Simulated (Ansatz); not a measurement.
Level: HSE06, no spin polarisation; 420 eV; 2×2×2 Γ-centred mesh; fermi-dirac occupations (width 0.1 eV); Ansatz 0.2.0, fixed geometry.

Computed maps in the lattice plane spanned by b (left to right, 5.77 Å, 17 points from zero) and c (bottom to top, 5.77 Å, 17 points from zero), 60° apart, at height 0.739 along a. The fields are smooth PAW ones with compensation charges, not the true ones near nuclei.

Valence density. Digits on a logarithmic scale: 0 up to 0.03 e/Å³, each further digit a factor of 1.6, 9 from 1.3 e/Å³ up:
```
45665433467887533
45777643478999753
45799864468978975
45799986458975897
54689997547887798
64568997545789998
54456887644578887
54455666654445676
45566666666554444
45677766667776433
45789876668998643
45799987668999864
45689997656899975
54578987655689976
54556776544567776
44445555544445555
44554444455654444
```

Q: The cell is Ba2NiMoC6. Which atoms lie within 0.2 Å of this plane, and where (fractions of b and c)?

A: C at (0.26, 0.26), C at (0.26, 0.74), C at (0.74, 0.26), Ba at (0.75, 0.75). The whole cell:
```
C Ba Mo Ni
1.0
     0.00000    4.08141    4.08141
     4.08141    0.00000    4.08141
     4.08141    4.08141    0.00000
C Ba Mo Ni
6 2 1 1
Direct
  0.73860 0.26140 0.26140
  0.26140 0.73860 0.26140
  0.26140 0.73860 0.73860
  0.73860 0.26140 0.73860
  0.26140 0.26140 0.73860
  0.73860 0.73860 0.26140
  0.25000 0.25000 0.25000
  0.75000 0.75000 0.75000
  0.50000 0.50000 0.50000
  0.00000 0.00000 0.00000
```

Origin: a known structure type with other elements, at an estimated volume, so it need not be a known compound. Caveats: no spin polarisation, so a magnetic state may lie lower; hybrid functional on a coarse k mesh; atoms or cell far from equilibrium.
